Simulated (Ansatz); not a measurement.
Total density of states per atom from plane-wave PAW LDA (Ansatz code), in 0.25 eV bins, energy from the Fermi level:

(E (eV), states/eV/atom): (-7.85, 0.00); (-7.60, 0.00); (-7.35, 0.00); (-7.10, 0.00); (-6.85, 0.00); (-6.60, 0.02); (-6.35, 0.26); (-6.10, 0.41); (-5.85, 0.67); (-5.60, 1.21); (-5.35, 1.24); (-5.10, 1.00); (-4.85, 1.24); (-4.60, 1.42); (-4.35, 1.23); (-4.10, 1.47); (-3.85, 1.50); (-3.60, 1.60); (-3.35, 2.14); (-3.10, 2.19); (-2.85, 1.27); (-2.60, 1.55); (-2.35, 1.15); (-2.10, 0.54); (-1.85, 0.47); (-1.60, 0.51); (-1.35, 0.49); (-1.10, 0.48); (-0.85, 0.48); (-0.60, 0.56); (-0.35, 0.47); (-0.10, 0.47); (0.15, 0.45); (0.40, 0.49); (0.65, 0.40); (0.90, 0.31); (1.15, 0.34); (1.40, 0.51); (1.65, 0.48); (1.90, 0.43); (2.15, 0.43); (2.40, 0.43); (2.65, 0.47); (2.90, 0.42); (3.15, 0.47); (3.40, 0.21); (3.65, 0.13); (3.90, 0.12); (4.15, 0.14); (4.40, 0.28); (4.65, 0.45)

Question: Pick the material that matches.
A. SbSBr, Pnma (Sb on 4c, S on 4c, Br on 4c)
B. Sb2Ru, Pnnm (Sb on 4g, Ru on 2a)
C. CuSn, NiAs type
D. SbPd, NiAs type

Answer: D, SbPd, NiAs type. Within 0.5 eV of the Fermi level: Sb 5p 53 %, Pd 4d 33 %, Sb 5s 9 %. Projections are on Löwdin-orthogonalised atomic valence shells; empty p or d shells of many metals are not among them.

Space group P6_3/mmc (NiAs type). The workflow started from a Materials Project entry (that database holds measured and hypothetical structures alike); the Crystallography Open Database files this formula in space group No. 194, but the cells were not matched. Whether it is the stable phase at ambient conditions was not checked. Symmetry was held in the LDA relaxation; whether a distortion lowers the energy is not shown. No spin polarisation was allowed. Spin–orbit coupling is left out wherever it is not named.

Potentials: the later of the program's two PAW sets.
